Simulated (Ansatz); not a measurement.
## Computed properties of MoIr

MoIr:
```cif
data_IrMo
_chemical_formula_sum 'Ir1 Mo1'
_space_group_name_H-M_alt 'P4/mmm'
_space_group_IT_number 123
_space_group_name_Hall '-P 4 2'
_cell_length_a 2.76381
_cell_length_b 2.76381
_cell_length_c 3.92077
_cell_angle_alpha 90.000
_cell_angle_beta 90.000
_cell_angle_gamma 90.000
loop_
_atom_site_label
_atom_site_type_symbol
_atom_site_symmetry_multiplicity
_atom_site_Wyckoff_symbol
_atom_site_fract_x
_atom_site_fract_y
_atom_site_fract_z
_atom_site_occupancy
Ir1 Ir 1 a 0.00000 0.00000 0.00000 1
Mo1 Mo 1 d 0.50000 0.50000 0.50000 1
```

Space group P4/mmm (No. 123), L1₀ or tetragonal B2; conventional cell a = b = 2.7638 Å, c = 3.9208 Å, α = β = γ = 90.00°.

Method: DFT-PBE in the program Ansatz with PAW potentials. The cell and atoms are relaxed at this level. Other levels are named where they apply.

**Cell and energy**

- Volume per atom: 14.97 Å³
- Density: 15.98 g/cm³
- Formation energy from the elements (no fitted shifts): -0.31 eV/atom

**Electronic structure**

- Electronic character = metallic (no gap)
- Density of states at the Fermi level = 0.50 states/eV per atom (mean over ±0.08 eV)
- Gap with spin–orbit coupling = none (metallic)

**Mechanics**

* **Bulk modulus (Birch–Murnaghan fit)**: 310 GPa
* **Pressure derivative B′**: 4.7

The start of the workflow was typed in or built on a structure type; neither database checked (COD, Materials Project) lists it. COD files the formula under space group No. 51. Whether it is the stable phase at ambient conditions was not checked. The cell was relaxed with PBE under the symmetry of its start; its stability against distortions is not shown here. The run is not spin-polarised. Axis ratios of metals converge slowly with the k-mesh, so a and c are less sure than the volume. The references are the lowest solids computed at this level, not always the standard phases. Scalar-relativistic: spin–orbit coupling is off unless named, which matters more the heavier the elements.

Potentials: the later of the program's two PAW sets.
